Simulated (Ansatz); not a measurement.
# Zn₄SO₃: rattling a relaxed structure

The cell was found from a structure generator's guess, not taken from experiment.

The calculation used DFT PBE, scalar-relativistic, plane waves, PAW in Ansatz. Plane waves to 420 eV, a k mesh through Γ of 8×8×8 on the computed 8-atom cell and Gaussian smearing (0.02 eV); no spin polarisation.

The cell below (8 atoms, space group P-43m (No. 215)) is relaxed within its symmetry.

```yaml
crystal:
  lattice:
    - [4.82078, 0.00000, 0.00000]
    - [0.00000, 4.82078, 0.00000]
    - [0.00000, 0.00000, 4.82078]
  atoms:
    - { symbol: Zn, position: [0.77061, 0.77061, 0.77061] }
    - { symbol: Zn, position: [0.77061, 0.22939, 0.22939] }
    - { symbol: Zn, position: [0.22939, 0.77061, 0.22939] }
    - { symbol: Zn, position: [0.22939, 0.22939, 0.77061] }
    - { symbol: S, position: [0.50000, 0.50000, 0.50000] }
    - { symbol: O, position: [0.00000, 0.00000, 0.50000] }
    - { symbol: O, position: [0.00000, 0.50000, 0.00000] }
    - { symbol: O, position: [0.50000, 0.00000, 0.00000] }
```

For the test it was strained at random (σ = 1.5 % a component), the atoms were moved at random (σ = 0.15 Å), and all was relaxed again on a coarse 4×4×4 mesh (in the run’s order of axes) with 0.10 eV smearing, with no symmetry imposed.

Problem. What happens?

Solution. It returns, within 1 meV/atom of the unmoved cell on that mesh and with the same symmetry when read at 0.1 Å (Cm at 0.01 Å, so small strains and shifts remain). So it is stable against the distortions that fit this cell and that this random move excites. Modes that don't fit the cell aren't tested.
